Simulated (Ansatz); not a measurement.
Ti₃GeC₂:
```
Ti3GeC2
1.0
    3.09032     0.00000     0.00000
   -1.54516     2.67630     0.00000
    0.00000     0.00000    17.79589
Ti Ge C
6 2 4
Direct
  0.66667   0.33333   0.86707
  0.33333   0.66667   0.13293
  0.33333   0.66667   0.36707
  0.66667   0.33333   0.63293
  0.00000   0.00000   0.00000
  0.00000   0.00000   0.50000
  0.00000   0.00000   0.75000
  0.00000   0.00000   0.25000
  0.66667   0.33333   0.42799
  0.33333   0.66667   0.57201
  0.33333   0.66667   0.92799
  0.66667   0.33333   0.07201
```

Relaxed with r²SCAN. Special points in fractions of this cell's reciprocal vectors: Γ (0.000, 0.000, 0.000); M (0.500, 0.000, 0.000); K (0.333, 0.333, 0.000); A (0.000, 0.000, 0.500); L (0.500, 0.000, 0.500); H (0.333, 0.333, 0.500).

Q: List the band energies nearest the Fermi level at these points for r²SCAN (plane waves, PAW; program Ansatz).

A: In eV from the Fermi level; about four levels below and three above (degenerate sets whole), none deeper than 8.9 eV; points with the same levels are listed once.

```json
[
 {"k": "Γ", "below": "-2.04 -2.04 -1.99 -1.99 -1.59", "above": "0.42 0.46 0.46"},
 {"k": "M", "below": "-2.21 -2.14 -1.79 -1.71", "above": "1.26 1.44 1.49"},
 {"k": "K", "below": "-2.58 -2.58 -2.44 -2.41", "above": "0.09 0.09 0.98"},
 {"k": "A", "below": "-2.02 -2.02 -2.02 -2.02 -2.00 -2.00", "above": "0.48 0.48 0.48 0.48"},
 {"k": "L", "below": "-2.17 -2.17 -1.75 -1.75", "above": "1.46 1.46 1.47 1.47"},
 {"k": "H", "below": "-2.60 -2.60 -2.43 -2.43", "above": "0.09 0.09 1.08 1.08"}
]
```

Space group P6_3/mmc. The workflow started from a Materials Project entry (that database holds measured and hypothetical structures alike); the Crystallography Open Database copy checked does not list it. Its standing as an ambient phase is unchecked. The cell was relaxed with r²SCAN under the symmetry of its start; its stability against distortions is not shown here. No spin polarisation was allowed. Spin–orbit coupling is left out wherever it is not named.

Potentials: the later of the program's two PAW sets.
